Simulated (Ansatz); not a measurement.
**Two states of K$_{2}$GdH$_{4}$**

```yaml
crystal:
  lattice:
    - [0.00000, 4.24363, 0.00000]
    - [4.24363, 0.00000, 0.00000]
    - [2.12182, 2.12182, -7.14550]
  atoms:
    - { symbol: Gd, position: [0.00000, 0.00000, 0.00000] }
    - { symbol: K, position: [0.35130, 0.35130, 0.29740] }
    - { symbol: K, position: [0.64870, 0.64870, 0.70260] }
    - { symbol: H, position: [0.14720, 0.14720, 0.70560] }
    - { symbol: H, position: [0.85280, 0.85280, 0.29440] }
    - { symbol: H, position: [0.50000, 0.00000, 0.00000] }
    - { symbol: H, position: [0.00000, 0.50000, 0.00000] }
```

Level: PBE, with U_eff = 3.06 eV on Gd f (all-electron-ortho-atomic projectors); 420 eV; 5×5×5 Γ-centred mesh; fermi-dirac occupations (width 0.1 eV); Ansatz 0.2.0, fixed geometry.

State A: no moments (no spin polarisation). State B: Gd1 up (collinear spin).

Compare the two self-consistent states.

State B is lower by 1116.9 meV an atom at zero smearing; in free energy at this smearing B lies -1116.3 meV an atom from A.

```csv
state,free energy (meV/atom),largest moment in a small sphere (μB),net moment (μB/cell),gap on mesh (eV),pressure (GPa),largest force (eV/Å)
A,1116.3,0.00,0.00,0.41,5.4,1.16
B,0.0,6.82,7.63,metal,4.0,0.88
```

Origin: a known structure type with other elements, at an estimated volume, so it need not be a known compound. Caveats: the k mesh is coarse if the cell is a metal; open f shell without moments; an odd or shifted mesh can miss the band edges, so this level's true gap may be smaller.
